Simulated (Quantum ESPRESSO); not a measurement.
## ZnS (P6₃mc) under small displacements

```
ZnS
1.0
    3.80580     0.00000     0.00000
   -1.90290     3.29592     0.00000
    0.00000     0.00000     6.23798
Zn S
2 2
Cartesian
  0.00000   2.19728   0.00087
  1.90290   1.09864   3.11986
  0.00000   2.19728   2.33837
  1.90290   1.09864   5.45736
```
Geometry: a computed entry of the Materials Project; it was not checked against measured cells. It is ZnS in P6₃mc. Stability against distortions was not tested.

The last row's change in full: Zn1 and its equivalents moved by 0.04 Å along (0.00, 0.00, 1.00), space group kept; the other rows go along the same path.

Method: shieldings by PBE GIPAW (a modified build of Quantum ESPRESSO, JTH PAW datasets), 20 Ha, k-mesh 8×8×4 shifted, f-sum rule met within 0.005 %. Values are those of the named site's first atom. These are absolute shieldings with no macroscopic susceptibility term; δ = σ_ref − σ needs a reference computed alike. In our sweeps, cutoffs and meshes of this size left a few ppm, and up to some 20 ppm on atoms from Zn on. The datasets of S hold no d projectors, which limits absolute σ on these atoms.

Unchanged cell: σ_iso S (ppm) = 644.5.

How do these values move along the path (displacement (Å): -0.04, +0.04)?


```csv
displacement (Å),σ_iso S (ppm)
-0.04,643.3
0,644.5
+0.04,645.3
```
